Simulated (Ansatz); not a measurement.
**Bi₂Se₃: relax at fixed volume, BLYP (computed with Ansatz 0.2.0, plane waves, PAW)**

Command:

```bash
ansatz run input.yaml --threads 4 --pin off --max-ram 8192MiB --backend cpu --events-out ev --progress --plain --runs-dir out
```

The input:

```yaml
crystal:
  lattice:
    - [2.1751484908, 1.2558225667, 10.9739075557]
    - [-2.1751484908, 1.2558225667, 10.9739075557]
    - [0.0, -2.5116451334, 10.9739075557]
  atoms:
    - { symbol: Bi, position: [0.394716962, 0.394716962, 0.394716962] }
    - { symbol: Bi, position: [0.605283038, 0.605283038, 0.605283038] }
    - { symbol: Se, position: [0.0, 0.0, 0.0] }
    - { symbol: Se, position: [0.2238118671, 0.2238118671, 0.2238118671] }
    - { symbol: Se, position: [0.7761881329, 0.7761881329, 0.7761881329] }
basis:
  ecutwfc: 420
  ecutrho_ratio: 4
kpoints:
  mp_grid: { grid: [6, 6, 6] }
hamiltonian:
  xc: blyp
scf:
  occupations: { method: gaussian, width: 0.05 }
output:
  forces: true
  stress: true
  eigenvalues: true
relax:
  f_tol: 0.04
  max_steps: 40
  cell: { stress_tol: 0.4, fix: [volume] }
```

Task: What does this run give?

Result: gap on the mesh 0.72 eV; pressure -0.1 GPa; final cell a = 11.437 Å, b = 11.437 Å, c = 11.437 Å, α = 21.74°, β = 21.74°, γ = 21.74°.

Output (shortened):

```
Engine: ansatz 0.2.0, aarch64-unknown-linux-gnu
Crystal: 5 atoms, lattice volume = 179.858 Å³
Basis set: ecut = 420 eV, 3541 PW (Γ), FFT grids on a1−a3, a2−a3, a3, exchange–correlation on 60×60×160 points (8 copies of the dense FFT grid, shifted against one another)
Bands: 47, of which v1, the nominal top of the filled ones, is band 39 counted from 1 (38 counted from 0)
Symmetry: 12 space group operations
Space group: R-3m (ITA 166), of the structure as read, at distance tolerance 5.6e-5 Å
k-points: 32 of 216
Initial wavefunctions: pseudopotential atomic-orbital guess
Functional: x = b88, c = lyp
[…]
  atom   2  Bi     0.00000000    -0.00000000     0.02448071
  atom   3  Se     0.00000000    -0.00000000    -0.00000000
  atom   4  Se     0.00000000    -0.00000000    -0.01428918
  atom   5  Se     0.00000000     0.00000000     0.01428918
--- Stress (GPa, compression-positive) ---
       -0.273856       0.000000      -0.000000
        0.000000      -0.273856       0.000000
       -0.000000       0.000000       0.203852
  P = ⅓ Tr σ = -0.1146 GPa (-1.146 kbar)
--- Relaxed structure (3 steps of the walk, 3 accepted, 1 SCFs on fresh bases) ---
  F+E_penalty+E_count = -41293.11582232 eV   max|allowed force component| = 2.448e-2 eV/Å   (the final SCF, on the basis selected at the relaxed cell)
  cell:  # Å, volume = 179.8580 Å³
    - [2.156716338422187, 1.2451807585537142, 11.16228382400291]
    - [-2.156716338422187, 1.2451807585537142, 11.16228382400291]
    - [4.063236862026013e-33, -2.4903615171074285, 11.16228382400291]
  atoms:
    - { symbol: Bi, position: [0.39256187954646676, 0.39256187954646676, 0.39256187954646676] }
    - { symbol: Bi, position: [0.6074381204535331, 0.6074381204535331, 0.6074381204535331] }
    - { symbol: Se, position: [-2.1076946592595986e-19, -2.1076946592595933e-19, -2.1076946592595973e-19] }
    - { symbol: Se, position: [0.22808510863726364, 0.22808510863726364, 0.22808510863726364] }
    - { symbol: Se, position: [0.771914891362736, 0.771914891362736, 0.771914891362736] }
```

Time: 19 s on 4 threads of Arm Neoverse V1 (shared host), peak memory 0.66 GiB.

Caveats: spin–orbit coupling is left out; the cell typed comes from this study's own search for zero pressure.
